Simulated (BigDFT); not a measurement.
A self-consistent single point of Ga(H)(SiH3)2 (GaH7Si2) with BigDFT.

Level of theory: LDA (Teter-Pade), Daubechies wavelet basis, HGH (Krack) norm-conserving potentials made for LDA, isolated boundary conditions (BigDFT).

```xyz
10

Ga    -0.3741    -0.2747    -0.2821
H     -1.5494    -1.1208    -1.1147
Si    -0.5058     2.0606    -0.9465
H      0.5624     2.4540    -1.8939
H     -0.3610     2.9767     0.2115
H     -1.7882     2.4122    -1.5917
Si     0.7968    -1.8537     1.1457
H      1.3604    -1.2044     2.3550
H      1.9430    -2.5148     0.4820
H     -0.0840    -2.9351     1.6346
```
Charge 0, spin multiplicity 1.

Reference input (self-consistent single point, DFT, LDA (Teter-Pade), Daubechies wavelet basis, HGH (Krack) norm-conserving potentials made for LDA, isolated boundary conditions): basis = Daubechies wavelets; dft.hgrids = 0.33 bohr; dft.rmult = 5 8; dft.ixc = 1; potentials = built-in HGH-K LDA; boundary_conditions = free; dft.gnrm_cv = 1e-04; dft.itermax = 80; dft.idsx = 6; dft.nrepmax = 3. This run's input differs from it in these lines:

```diff
@@ -2,4 +2,4 @@
 dft:
-  hgrids: 0.33
-  rmult: [5, 8]
+  hgrids: 0.528
+  rmult: [3.5, 5]
   ixc: 1
```

Output, abridged:

```
  #------------------------------------------------------------------- Self-Consistent Cycle
 Ground State Optimization:
 - Hamiltonian Optimization: &itrp001
   - Subspace Optimization: &itrep001-01
       Wavefunctions Iterations:
 iter:  1, EKS: -1.38893490402931832E+01, gnrm:  1.80E-01, D: -1.30E+00,
 iter:  2, EKS: -1.40493169326134204E+01, gnrm:  5.83E-02, D: -1.60E-01,
 iter:  3, EKS: -1.40844813271557285E+01, gnrm:  2.67E-02, D: -3.52E-02,
 iter:  4, EKS: -1.40939629402199849E+01, gnrm:  1.28E-02, D: -9.48E-03,
 iter:  5, EKS: -1.40957174759563912E+01, gnrm:  5.50E-03, D: -1.75E-03,
 iter:  6, EKS: -1.40959783268986811E+01, gnrm:  1.90E-03, D: -2.61E-04,
 iter:  7, EKS: -1.40960187586679080E+01, gnrm:  6.38E-04, D: -4.04E-05,
 iter:  8, EKS: -1.40960242577022932E+01, gnrm:  3.54E-04, D: -5.50E-06,
 iter:  9, EKS: -1.40960259369166412E+01, gnrm:  1.56E-04, D: -1.68E-06,
 iter:  10, EKS: -1.40960262549825917E+01, gnrm:  6.73E-05, D: -3.18E-07,
       -  &FINAL001  { #---------------------------------------------------------- iter: 11
 iter:  11, EKS: -1.40960263023745487E+01, gnrm:  6.73E-05, D: -4.74E-08,  #FINAL
        #Eigenvalues and New Occupation Numbers
       Orbitals: [
 Last Iteration                        : *FINAL001
  #---------------------------------------------------------------------- Forces Calculation
 Total electronic charge               :  17.999999166402
 Electric Dipole Moment (AU):
   P vector                            :  [  1.285847E-01,  7.778123E-02,  5.545903E-02 ]
   norm(P)                             :  1.60186311E-01
 Electric Dipole Moment (Debye):
   P vector                            :  [  3.268297E-01,  1.977002E-01,  1.409628E-01 ]
   norm(P)                             :  4.07152952E-01
  #-------------------------------- Warnings obtained during the run, check their relevance!
 WARNINGS:
   [... lines left out ...]
 BigDFT infocode                       :  0
   [... lines left out ...]
 -  {Si: [ 1.418985746991E-04,  1.554538815786E-02, -1.120214232253E-03]} # 0007
 -  {H: [-3.801877715693E-03, -3.844009220300E-03, -7.428317765038E-03]} # 0008
 -  {H: [-3.479745579597E-03,  8.530705828820E-03,  3.689116110535E-03]} # 0009
 -  {H: [ 4.237324212167E-03,  7.149593425988E-03, -2.989209145500E-03]} # 0010
 Energy (Hartree)                      : -1.40960263023745487E+01
 Force Norm (Hartree/Bohr)             :  4.77788882550487376E-02
```

The run converged in 11 iterations. Against the reference run the free energy goes up by 32.6 meV/atom and the largest force goes from 1.441 to 1.504 eV/Å.

The grid can part forces that symmetry would make equal. Forces above 1 eV/Å remain at this geometry. This run is one point of a test of settings, so its values need not be converged; read them against the reference run alone. The geometry comes from a cheaper method or was typed, in some cases with atoms then moved at random; it is not relaxed at this level, and the species need not be a known compound. A coarse multiplier of 5 or less cuts the tails of heavy atoms' orbitals, which raises levels.

These are the values that this program gave, and no reference: the built-in potentials of some of these elements keep semicore shells in the core, which can shift energies, forces and lattice constants.

Cost on one core: around 15 core-seconds (rough).
